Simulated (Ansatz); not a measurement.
CaNi$_{2}$P$_{2}$ in space group I4/mmm (No. 139; Ca on 2a, Ni on 4d, P on 4e), PBE in the plane-wave PAW code Ansatz, all energies at zero smearing, with the estimated change up to a 700 eV cutoff added, with one set of potentials and settings (totals compare only within such a set). Cell of 5 atoms (1 Ca, 2 Ni, 2 P): -15012.018 eV.

| element | reference phase | E (eV/atom) |
|---|---|---|
| Ca | Fm-3m, 1 atoms in the cell | -1816.8597 |
| Ni | Fm-3m, 1 atoms in the cell, spin-polarised | -5839.7239 |
| P | Cmce, 4 atoms in the cell | -755.6743 |

Formation energy per atom, worked out: (-15012.018 − 1×(-1816.8597) − 2×(-5839.7239) − 2×(-755.6743))/5 = -0.872 eV/atom (-84 kJ per mol of atoms), at 0 K, without zero-point energy or fitted corrections.

The first step of the workflow began from a Materials Project structure, measured or hypothetical; the Crystallography Open Database copy checked does not list it. Its standing as an ambient phase is unchecked. The PBE relaxation kept the symmetry of its start; whether a distortion lowers the energy is not shown. No spin polarisation was allowed. The references are the lowest solids computed at this level, not always the standard phases.

Potentials: the later of the program's two PAW sets.
